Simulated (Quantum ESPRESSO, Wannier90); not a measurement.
## Wannierisation of CdO (rock salt)

```xyz
2
Lattice="0.0000 2.3610 2.3610 2.3610 0.0000 2.3610 2.3610 2.3610 0.0000" Properties=species:S:1:pos:R:3 pbc="T T T"
Cd     0.0000     0.0000     0.0000
O      2.3610     2.3610     2.3610
```

Structure: Materials Project mp-1132, symmetrised, not relaxed again. COD (Crystallography Open Database) has an entry of this formula and space group (matched by these alone). Method: PBEsol plane waves in Quantum ESPRESSO 7.5 (PseudoDojo norm-conserving files, 82 Ry, no spin polarisation, no spin-orbit coupling), Bloch states on a 10×10×10 mesh through Γ, Wannier90 4.0.1. Density: 12×12×12 mesh, Gaussian smearing 0.01 Ry.

Functional, cutoff and mesh named above are those of the base row (PBEsol); the first column says what each row takes instead. Model: 8 functions from bands 5,11-26, start hydrogen-like Cd: s;p; O: s;p, disentangled but not localised (num_iter = 0), frozen window tied to the conduction edge or Fermi level of each row, as listed, which moves Ω_I and hoppings a little by itself. Energies are relative to the Fermi level; the misfit is to pw.x on a path, for states up to 1.0 eV relative to the Fermi level. The functional changes, each with its own PseudoDojo files and their cutoffs, on the same cell. The disentangled Ω_I can sit in another minimum from row to row.

```json
[
 {"functional": "LDA", "frozen to (eV)": "1.50", "Ω_I (Å²)": "9.00", "rms misfit (meV)": "1.0", "bottom of band 5 (eV)": "-17.14", "on-site Cd1 pz minus Cd1 s (eV)": "7.27", "hopping modulus O2 pz – Cd1 pz, R = 0 0 1 (eV)": "1.824", "hopping modulus O2 pz – Cd1 s, R = 0 0 1 (eV)": "1.330", "hopping modulus O2 s – Cd1 s, R = 0 0 1 (eV)": "0.442"},
 {"functional": "PBE", "frozen to (eV)": "1.50", "Ω_I (Å²)": "8.76", "rms misfit (meV)": "0.7", "bottom of band 5 (eV)": "-17.38", "on-site Cd1 pz minus Cd1 s (eV)": "7.25", "hopping modulus O2 pz – Cd1 pz, R = 0 0 1 (eV)": "1.812", "hopping modulus O2 pz – Cd1 s, R = 0 0 1 (eV)": "1.317", "hopping modulus O2 s – Cd1 s, R = 0 0 1 (eV)": "0.410"},
 {"functional": "PBEsol", "frozen to (eV)": "1.50", "Ω_I (Å²)": "8.96", "rms misfit (meV)": "1.0", "bottom of band 5 (eV)": "-17.33", "on-site Cd1 pz minus Cd1 s (eV)": "7.22", "hopping modulus O2 pz – Cd1 pz, R = 0 0 1 (eV)": "1.828", "hopping modulus O2 pz – Cd1 s, R = 0 0 1 (eV)": "1.328", "hopping modulus O2 s – Cd1 s, R = 0 0 1 (eV)": "0.423"}
]
```
